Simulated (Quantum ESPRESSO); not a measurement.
```cif
data_Cs4O4
_chemical_formula_sum 'O4 Cs4'
_space_group_name_H-M_alt 'Immm'
_space_group_IT_number 71
_space_group_name_Hall '-I 2 2'
_cell_length_a 4.26846
_cell_length_b 6.35503
_cell_length_c 7.43548
_cell_angle_alpha 90.000
_cell_angle_beta 90.000
_cell_angle_gamma 90.000
loop_
_space_group_symop_operation_xyz
  'x, y, z'
  '-x, -y, -z'
  '-x, -y, z'
  'x, y, -z'
  'x, -y, -z'
  '-x, y, z'
  '-x, y, -z'
  'x, -y, z'
  'x+1/2, y+1/2, z+1/2'
  '-x+1/2, -y+1/2, -z+1/2'
  '-x+1/2, -y+1/2, z+1/2'
  'x+1/2, y+1/2, -z+1/2'
  'x+1/2, -y+1/2, -z+1/2'
  '-x+1/2, y+1/2, z+1/2'
  '-x+1/2, y+1/2, -z+1/2'
  'x+1/2, -y+1/2, z+1/2'
loop_
_atom_site_label
_atom_site_type_symbol
_atom_site_symmetry_multiplicity
_atom_site_Wyckoff_symbol
_atom_site_fract_x
_atom_site_fract_y
_atom_site_fract_z
_atom_site_occupancy
O1 O 4 g 0.00000 0.38335 0.00000 1
Cs1 Cs 4 i 0.00000 0.00000 0.25474 1
```
(The calculation used a cell of 4 atoms; values per cell refer to that cell.)

Cell and atoms were relaxed with PBEsol from Materials Project entry mp-7896, within its symmetry.

What does norm-conserving PBEsol (Quantum ESPRESSO, 84 Ry, without SOC) give for the electronic structure near the Fermi level?

The PBEsol gap is indirect, 1.72 eV, from Γ to 22 % of the way from Γ to Y; the smallest direct gap is 1.80 eV. 

The structure is a Materials Project entry; no match was found in the copy of COD used, and its stability was not checked.

Letters of k points follow the standard setting of the lattice, whose axes may be ordered differently from the printed cell.
